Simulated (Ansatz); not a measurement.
An Ansatz (an electronic-structure program) run. Input:

Ansatz 0.2 input:
```yaml
crystal:
  lattice:
    - [3.9042619486, 0.0, 0.0]
    - [-1.9521309743, 3.3811900305, 0.0]
    - [0.0, 0.0, 6.4540152414]
  atoms:
    - { symbol: Si, position: [0.6666666667, 0.3333333333, 0.8744782407] }
    - { symbol: Si, position: [0.3333333333, 0.6666666667, 0.3744782407] }
    - { symbol: Ge, position: [0.6666666667, 0.3333333333, 0.5005217593] }
    - { symbol: Ge, position: [0.3333333333, 0.6666666667, 0.0005217593] }
kpoints:
  mp_grid: { grid: [7, 7, 4] }
hamiltonian:
  xc: r2scan
  pseudopotentials: { kind: paw }
scf:
  occupations: { method: fixed }
output:
  optics: { e_range: [0.0, 15.0], de: 0.05, sigma: 0.1, bands: { spectra_wanted_up_to: 12 eV } }
```

Output (shortened):

```
output.optics: the spectra are integrated over the Brillouin zone by k·p interpolation around the k-points, where levels, occupations, output.optics.sigma and …
Pseudopotential: Si, paw, valence charge 4
Pseudopotential: Ge, paw, valence charge 14
Functional definition: r2SCAN
Crystal: 4 atoms, lattice volume = 85.200 Å³
Basis set: ecut = 500 eV, 2153 PW (Γ), exchange–correlation on 120×120×192 points (64 copies of the dense FFT grid, shifted against one another)
Bands: 22, of which v1, the nominal top of the filled ones, is band 18 counted from 1 (17 counted from 0)
Symmetry: 12 space group operations
Space group: P63mc (ITA 186), of the structure as read, at distance tolerance 4.4e-5 Å
k-points: 24 of 196 (time reversal used)
SCF iter   1: F=—  HF=-9883.805368 eV  |F-HF|=—  |Δ(HF+E_count)|=         —  Δρ=5.68e-3  dr2=2.60e-2  dr2_τ=1.59e-2  ethr=1.77e-3  ⟨swp⟩=4.1  Hψ=2172  notcnv=0  defer=42
preconditioner: auto → Resta (q_TF=auto, 2.363 Å⁻¹)
SCF iter   2: F=—  HF=-9883.824880 eV  |F-HF|=—  |Δ(HF+E_count)|=   1.95e-2  Δρ=2.20e-3  dr2=3.75e-3  dr2_τ=4.39e-5  ethr=7.23e-5  ⟨swp⟩=2.4  Hψ=1213  notcnv=0  defer=48
SCF iter   3: F=—  HF=-9883.824192 eV  |F-HF|=—  |Δ(HF+E_count)|=   6.88e-4  Δρ=1.38e-3  dr2=1.24e-3  dr2_τ=1.06e-5  ethr=1.04e-5  ⟨swp⟩=2.0  Hψ=936  notcnv=0  defer=48
SCF iter   4: F=—  HF=-9883.824027 eV  |F-HF|=—  |Δ(HF+E_count)|=   1.65e-4  Δρ=1.88e-4  dr2=1.99e-5  dr2_τ=1.54e-7  ethr=3.45e-6  ⟨swp⟩=2.0  Hψ=724  notcnv=0  defer=48
SCF iter   5: F=—  HF=-9883.824032 eV  |F-HF|=—  |Δ(HF+E_count)|=   4.61e-6  Δρ=3.57e-5  dr2=1.40e-6  dr2_τ=1.13e-8  ethr=5.53e-8  ⟨swp⟩=2.0  Hψ=872  notcnv=0  defer=6
SCF iter   6: F=—  HF=-9883.824031 eV  |F-HF|=—  |Δ(HF+E_count)|=   1.08e-6  Δρ=6.16e-6  dr2=3.67e-8  dr2_τ=7.14e-10  ethr=3.89e-9  ⟨swp⟩=2.0  Hψ=960  notcnv=0
SCF iter   7: F=—  HF=-9883.824031 eV  |F-HF|=—  |Δ(HF+E_count)|=   1.97e-8  Δρ=2.43e-6  dr2=5.16e-9  dr2_τ=3.90e-11  ethr=1.02e-10  ⟨swp⟩=2.0  Hψ=953  notcnv=0
SCF iter   8: F=—  HF=-9883.824031 eV  |F-HF|=—  |Δ(HF+E_count)|=   1.20e-9  Δρ=3.88e-7  dr2=1.11e-10  dr2_τ=7.45e-13  ethr=1.43e-11  ⟨swp⟩=2.0  Hψ=960  notcnv=0
SCF iter   9: F=-9883.824031 eV  HF=-9883.824031 eV  |F-HF|=0.00e0  |Δ(HF+E_count)|=  3.64e-12  Δρ=5.70e-8  dr2=2.66e-12  dr2_τ=2.67e-14  ethr=1.00e-12  ⟨swp⟩=5.0  Hψ=2077  notcnv=0
SCF 1 converged in 9 iterations: F = -9883.824031 eV  dr2 = 2.66e-12
NSCF: frozen V_eff on 24 k-points
Optics k sum: 0 of 24 k-points
Optics k sum: 2 of 24 k-points
Optics k sum: 3 of 24 k-points
Optics k sum: 4 of 24 k-points
Optics k sum: 5 of 24 k-points
Optics k sum: 6 of 24 k-points
Optics k sum: 8 of 24 k-points
Optics k sum: 9 of 24 k-points
Optics k sum: 10 of 24 k-points
Optics k sum: 11 of 24 k-points
Optics k sum: 12 of 24 k-points
Optics k sum: 14 of 24 k-points
Optics k sum: 15 of 24 k-points
Optics k sum: 16 of 24 k-points
Optics k sum: 17 of 24 k-points
Optics k sum: 18 of 24 k-points
Optics k sum: 20 of 24 k-points
Optics k sum: 21 of 24 k-points
Optics k sum: 22 of 24 k-points
Optics k sum: 23 of 24 k-points
Optics k sum: 24 of 24 k-points
Optics k sum: 0 of 24 k-points
Optics k sum: 2 of 24 k-points
Optics k sum: 3 of 24 k-points
Optics k sum: 4 of 24 k-points
Optics k sum: 5 of 24 k-points
Optics k sum: 6 of 24 k-points
Optics k sum: 8 of 24 k-points
Optics k sum: 9 of 24 k-points
Optics k sum: 10 of 24 k-points
Optics k sum: 11 of 24 k-points
Optics k sum: 12 of 24 k-points
Optics k sum: 14 of 24 k-points
Optics k sum: 15 of 24 k-points
Optics k sum: 16 of 24 k-points
Optics k sum: 17 of 24 k-points
Optics k sum: 18 of 24 k-points
Optics k sum: 20 of 24 k-points
Optics k sum: 21 of 24 k-points
Optics k sum: 22 of 24 k-points
Optics k sum: 23 of 24 k-points
Optics k sum: 24 of 24 k-points
NSCF: frozen V_eff on 1 k-points
NSCF: frozen V_eff on 1 k-points
NSCF: frozen V_eff on 1 k-points
NSCF: frozen V_eff on 1 k-points
output.optics: what the bands over the 44 summed would add to eps1, eps2 and the energy-loss function is held between a lower and an upper bound (6 Lanczos …
SCF converged after 9 iterations
Free energy (F): -9883.824031 eV
Harris-Foulkes:  -9883.824031 eV  (|F-HF|=0.00e0)
Internal energy: -9883.824031 eV  (E = F + TS)
E sigma→0 (E₀):  -9883.824031 eV
Fermi energy:    7.572322 eV
--- Per-component energies (eV) ---
  E_band       = -322.785141
  E_kinetic    = 303.116888
  E_local      = -5305.755955  (includes V_loc(G=0)·N_el)
  E_nonlocal   = 890.649244
  E_hartree    = 2335.663214
  E_xc         = -241.396503
  E_vxc        = -235.559750  (∫ρ·V_xc dr)
  E_paw        = -5108.058829  (= ΣΔE_a)
  E_vpaw       = -658.072621  (= ΣTr[D̂ρ^β])
  E_aug_tail   = 0.000037  (compensation charges beyond the density's cutoff)
  E_vtau       = 11.510636  (kinetic-family band-sum trace: ∫τ·v_τ [+ j·A + Jᵃ·Aᵃ] dr)
  E_ewald      = -2755.717728
  E_core_change = -2.324397  (= ΣΔE_core)
  E_smearing   =  0.000000  (= −TS)
  E_closure    = 0.000000  (closes the sum)
  Σ components = -9883.824031   (vs F -9883.824031, Δ=0.00e0)
  [band-id]    e_kinetic+e_local+e_nonlocal+2·e_hartree+e_vxc+e_vpaw+e_augmentation_tail+e_vtau = -322.785094   (vs E_band -322.785141, Δ=4.75e-5)
--- Band table (eV; the first three rows and the last of 24) ---
  k-point 0: bands = ["-17.5742", "-17.5741", "-17.5699", "-17.5699", "-17.5666", "-17.5666", "-17.5402", "-17.5402", "-17.5360", "-17.5360", "-5.6120", "-3.3596", "-0.1805", "5.9137", "5.9137", "7.2390", "7.5723", "7.5723", "8.3594", "9.5011", "9.8047", "9.8047"]
  k-point 1: bands = ["-17.5741", "-17.5741", "-17.5695", "-17.5695", "-17.5672", "-17.5672", "-17.5395", "-17.5395", "-17.5365", "-17.5365", "-5.4079", "-3.9449", "0.8107", "5.3399", "6.0839", "6.0839", "7.2007", "7.2007", "8.5663", "9.9942", "10.1677", "10.1677"]
  k-point 2: bands = ["-17.5741", "-17.5741", "-17.5684", "-17.5684", "-17.5684", "-17.5684", "-17.5380", "-17.5380", "-17.5380", "-17.5380", "-4.8155", "-4.8155", "2.8743", "2.8743", "6.5606", "6.5606", "6.5606", "6.5606", "9.1610", "9.1610", "10.9100", "10.9100"]
  k-point 23: bands = ["-17.5741", "-17.5741", "-17.5643", "-17.5643", "-17.5628", "-17.5628", "-17.5385", "-17.5385", "-17.5363", "-17.5363", "-2.4743", "-2.4743", "-0.2618", "-0.2618", "3.1180", "3.1180", "5.2674", "5.2674", "9.3163", "9.3163", "11.8462", "11.8462"]
```

Cost: about 120 core-seconds (a rough figure) on shared cores.

Space group P6_3mc (wurtzite). The workflow started from a Materials Project entry (that database holds measured and hypothetical structures alike); the Crystallography Open Database copy checked does not list it. Its standing as an ambient phase is unchecked. Symmetry was held in the r²SCAN relaxation; whether a distortion lowers the energy is not shown. Scalar-relativistic: spin–orbit coupling is off unless named, which matters more the heavier the elements.

Potentials: the later of the program's two PAW sets.

Ansatz is a plane-wave DFT program.
